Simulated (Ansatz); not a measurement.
Li2Se:
```cif
data_Li8Se4
_chemical_formula_sum 'Li8 Se4'
_space_group_name_H-M_alt 'Fm-3m'
_space_group_IT_number 225
_space_group_name_Hall '-F 4 2 3'
_cell_length_a 5.98537
_cell_length_b 5.98537
_cell_length_c 5.98537
_cell_angle_alpha 90.000
_cell_angle_beta 90.000
_cell_angle_gamma 90.000
loop_
_atom_site_label
_atom_site_type_symbol
_atom_site_symmetry_multiplicity
_atom_site_Wyckoff_symbol
_atom_site_fract_x
_atom_site_fract_y
_atom_site_fract_z
_atom_site_occupancy
Li1 Li 8 c 0.25000 0.25000 0.25000 1
Se1 Se 4 a 0.00000 0.00000 0.00000 1
```
(The calculation used a cell of 3 atoms; values per cell refer to that cell.)

Relaxed with r²SCAN. The program Ansatz at the r²SCAN level (PAW) gives a gap of 3.48 eV.

Problem. What gap does HSE06 give on the same cell (Ansatz, PAW)?

Solution. 3.82 eV, 0.34 eV more. The hybrid was solved on a coarser mesh and at special points; its gap is the smallest among all of these.

| k | v1 r²SCAN | c1 r²SCAN | v1 HSE06 | c1 HSE06 |
|---|---|---|---|---|
| Γ | 0.00 | 4.10 | ? | ? |
| X | -1.45 | 3.48 | -1.57 | 3.82 |
| L | -0.52 | 5.88 | ? | ? |
| W | -1.75 | 5.64 | ? | ? |
| K | -1.17 | 4.65 | ? | ? |

Problem. Top valence (v1) and lowest conduction level (c1) in eV from each method's valence maximum (which need not be a listed point): supply the withheld HSE06 values.

Solution. 
- L, v1 HSE06: -0.57
- L, c1 HSE06: 6.18
- W, v1 HSE06: -1.89
- W, c1 HSE06: 6.07
- Γ, v1 HSE06: 0.00
- Γ, c1 HSE06: 4.39
- K, v1 HSE06: -1.28
- K, c1 HSE06: 5.01

Cost on shared cores: the r²SCAN run (SCF on a 8×8×8 mesh, then bands and DOS) very roughly 27 core-seconds, the HSE06 run (SCF on 6×6×6, then a few points) roughly 3 core-minutes; the tasks are unlike.

The r²SCAN relaxation kept the symmetry of its start. Spin–orbit coupling is left out wherever it is not named.

Potentials: the later of the program's two PAW sets.
